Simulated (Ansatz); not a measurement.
PtS2 (CdI2 type)

```yaml
crystal:
  lattice:
    - [3.58366, 0.00000, 0.00000]
    - [-1.79183, 3.10354, 0.00000]
    - [0.00000, 0.00000, 4.65604]
  atoms:
    - { symbol: Pt, position: [0.00000, 0.00000, 0.00000] }
    - { symbol: S, position: [0.66667, 0.33333, 0.25904] }
    - { symbol: S, position: [0.33333, 0.66667, 0.74096] }
```

Two-dimensional scan of atom 2 (S, nearest neighbour Pt at 2.395 Å; its periodic images, 3.6 Å or more away, move with it): u runs along (1.000, 0.000, 0.000), v along (0.000, 1.000, 0.000) (Cartesian). Cell and other atoms are fixed.

Computed with PBE-D3(BJ) (plane waves to 420 eV, PAW, scalar-relativistic; Ansatz, a quantum-chemistry and plane-wave program). k mesh 12×12×8 (Γ-centred), Fermi-Dirac smearing 0.05 eV. The energy includes the smearing's −TS. Points where atoms come too close for the PAW data are left out (x in tables, blank in figures). With partly filled bands, energies and forces of such displacements shift with the k mesh and the smearing. At this level the bands of PtS2 touch or barely overlap; measurements give the solid a gap. PtS2 is run without spin polarisation. PtS2 was relaxed with its symmetry unable to fall. Spin-orbit coupling is left out, though Pt is heavy. The PAW data are Ansatz's earlier set. The zero of ΔE is the undisplaced structure. Axes are in Å.

Task: What ΔE (meV/cell) does the calculation give at all points of the grid u = -0.790, -0.527, -0.263, 0.000, 0.263, 0.527, 0.790 by v = -0.790, -0.527, -0.263, 0.000, 0.263, 0.527, 0.790?

Result: ΔE (meV/cell), with u across and v down:

| v \ u | -0.790 | -0.527 | -0.263 | 0.000 | 0.263 | 0.527 | 0.790 |
|---|---|---|---|---|---|---|---|
| -0.790 | x | x | 2252 | 1473 | 2252 | x | x |
| -0.527 | x | 3723 | 1502 | 841 | 1502 | 3723 | x |
| -0.263 | x | 2334 | 755 | 265 | 755 | 2334 | x |
| 0.000 | 2967 | 1291 | 319 | 0 | 319 | 1291 | 2967 |
| 0.263 | 1839 | 1002 | 528 | 374 | 528 | 1002 | 1839 |
| 0.527 | 1835 | 1708 | 1743 | 1793 | 1743 | 1708 | 1835 |
| 0.790 | 2946 | 3758 | x | x | x | 3758 | 2946 |

(A displaced cell: forces are minus the slopes of the energy, force constants its curvatures, and phonons follow from these.)
